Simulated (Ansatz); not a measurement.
MgO:
```cif
data_Mg2O2
_chemical_formula_sum 'Mg2 O2'
_space_group_name_H-M_alt 'P63mc'
_space_group_IT_number 186
_space_group_name_Hall 'P 6c -2c'
_cell_length_a 3.30273
_cell_length_b 3.30273
_cell_length_c 5.02073
_cell_angle_alpha 90.000
_cell_angle_beta 90.000
_cell_angle_gamma 120.000
loop_
_atom_site_label
_atom_site_type_symbol
_atom_site_symmetry_multiplicity
_atom_site_Wyckoff_symbol
_atom_site_fract_x
_atom_site_fract_y
_atom_site_fract_z
_atom_site_occupancy
Mg1 Mg 2 b 0.33333 0.66667 0.00374 1
O1 O 2 b 0.33333 0.66667 0.40086 1
```

Relaxed with PBEsol.

Task: Which orbitals make up the states near the band edges in the program Ansatz at the PBEsol level (PAW)?

Result: Top 1 eV of the valence band: O 2p 98 %. Bottom 1 eV of the conduction band: Mg 3s 61 %, O 2s 27 %, O 2p 10 %. Projections are on Löwdin-orthogonalised atomic valence shells; empty p or d shells of many metals are not among them.

Task: Tabulate the density of states.

Result: States/eV per cell of 4 atoms, in 0.25 eV bins, energy from the valence-band maximum.

| E (eV) | total | O 2p | Mg 3s | O 2s |
|---|---|---|---|---|
| -3.45 | 0.00 | 0.00 | 0.00 | 0.00 |
| -3.20 | 0.89 | 0.73 | 0.13 | 0.00 |
| -2.95 | 3.41 | 2.83 | 0.47 | 0.03 |
| -2.70 | 5.39 | 4.49 | 0.70 | 0.07 |
| -2.45 | 2.43 | 2.01 | 0.32 | 0.05 |
| -2.20 | 2.41 | 2.05 | 0.25 | 0.05 |
| -1.95 | 1.47 | 1.28 | 0.13 | 0.03 |
| -1.70 | 2.92 | 2.68 | 0.13 | 0.02 |
| -1.45 | 3.23 | 3.03 | 0.09 | 0.02 |
| -1.20 | 4.81 | 4.61 | 0.06 | 0.01 |
| -0.95 | 5.30 | 5.12 | 0.04 | 0.01 |
| -0.70 | 6.98 | 6.80 | 0.02 | 0.01 |
| -0.45 | 7.52 | 7.38 | 0.01 | 0.00 |
| -0.20 | 1.21 | 1.19 | 0.00 | 0.00 |
| 0.05 | 0.04 | 0.04 | 0.00 | 0.00 |
| 0.30 | 0.00 | 0.00 | 0.00 | 0.00 |
| 0.55 | 0.00 | 0.00 | 0.00 | 0.00 |
| 0.80 | 0.00 | 0.00 | 0.00 | 0.00 |
| 1.05 | 0.00 | 0.00 | 0.00 | 0.00 |
| 1.30 | 0.00 | 0.00 | 0.00 | 0.00 |
| 1.55 | 0.00 | 0.00 | 0.00 | 0.00 |
| 1.80 | 0.00 | 0.00 | 0.00 | 0.00 |
| 2.05 | 0.00 | 0.00 | 0.00 | 0.00 |
| 2.30 | 0.00 | 0.00 | 0.00 | 0.00 |
| 2.55 | 0.00 | 0.00 | 0.00 | 0.00 |
| 2.80 | 0.00 | 0.00 | 0.00 | 0.00 |
| 3.05 | 0.00 | 0.00 | 0.00 | 0.00 |
| 3.30 | 0.00 | 0.00 | 0.00 | 0.00 |
| 3.55 | 0.02 | 0.00 | 0.01 | 0.01 |
| 3.80 | 0.05 | 0.00 | 0.03 | 0.01 |
| 4.05 | 0.08 | 0.01 | 0.05 | 0.02 |
| 4.30 | 0.10 | 0.01 | 0.06 | 0.03 |
| 4.55 | 0.13 | 0.02 | 0.08 | 0.03 |
| 4.80 | 0.17 | 0.03 | 0.10 | 0.04 |
| 5.05 | 0.20 | 0.04 | 0.12 | 0.04 |
| 5.30 | 0.25 | 0.05 | 0.15 | 0.05 |
| 5.55 | 0.31 | 0.06 | 0.19 | 0.05 |
| 5.80 | 0.37 | 0.07 | 0.22 | 0.06 |
| 6.05 | 0.42 | 0.08 | 0.24 | 0.06 |
| 6.30 | 0.51 | 0.09 | 0.30 | 0.06 |
| 6.55 | 0.64 | 0.11 | 0.36 | 0.07 |
| 6.80 | 0.82 | 0.13 | 0.44 | 0.07 |
| 7.05 | 1.15 | 0.15 | 0.53 | 0.07 |
| 7.30 | 1.76 | 0.16 | 0.59 | 0.06 |
| 7.55 | 1.93 | 0.16 | 0.51 | 0.04 |
| 7.80 | 2.00 | 0.14 | 0.40 | 0.03 |
| 8.05 | 2.20 | 0.12 | 0.27 | 0.02 |

Space group P6_3mc (wurtzite). The first step of the workflow began from a Materials Project structure, measured or hypothetical; the Crystallography Open Database copy checked does not list it. It is not the phase usual at ambient conditions (space group No. 225). The PBEsol relaxation kept the symmetry of its start; phonons on a q-mesh show no instability.

Potentials: the later of the program's two PAW sets.
